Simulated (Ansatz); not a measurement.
Relaxed-ion elastic tensor of NaHO in space group Cmcm (No. 63; Na on 4c, H on 4c, O on 4c) in GPa (Voigt order), DFT-PBEsol in the program Ansatz with PAW potentials; density 2.13 g/cm³, 10.41 Å³ per atom.

|  | 1 | 2 | 3 | 4 | 5 | 6 |
|---|---|---|---|---|---|---|
| 1 | 87.3 | 11.7 | 21.6 | 0.0 | 0.0 | 0.0 |
| 2 | 11.7 | 34.3 | 8.2 | 0.0 | 0.0 | 0.0 |
| 3 | 21.6 | 8.2 | 90.3 | 0.0 | 0.0 | 0.0 |
| 4 | 0.0 | 0.0 | 0.0 | 15.0 | 0.0 | 0.0 |
| 5 | 0.0 | 0.0 | 0.0 | 0.0 | 28.2 | 0.0 |
| 6 | 0.0 | 0.0 | 0.0 | 0.0 | 0.0 | 1.7 |

Problem. Is the crystal mechanically stable?

Solution. On the edge, within the error: the smallest eigenvalue of C is 1.7 GPa.

Problem. Work out the Voigt and Reuss bounds. Is their mean of use?

Solution. K_V = 32.8, K_R = 25.8; G_V = 20.4, G_R = 6.5 GPa. The bounds lie so far apart that a Hill average or a Debye temperature from it would say little.

The first step of the workflow began from a Materials Project structure, measured or hypothetical; the Crystallography Open Database copy checked does not list it. COD files the formula under space group No. 11. Whether it is the stable phase at ambient conditions was not checked. Symmetry was held in the PBEsol relaxation; its stability against distortions is not shown here.

Potentials: the later of the program's two PAW sets.
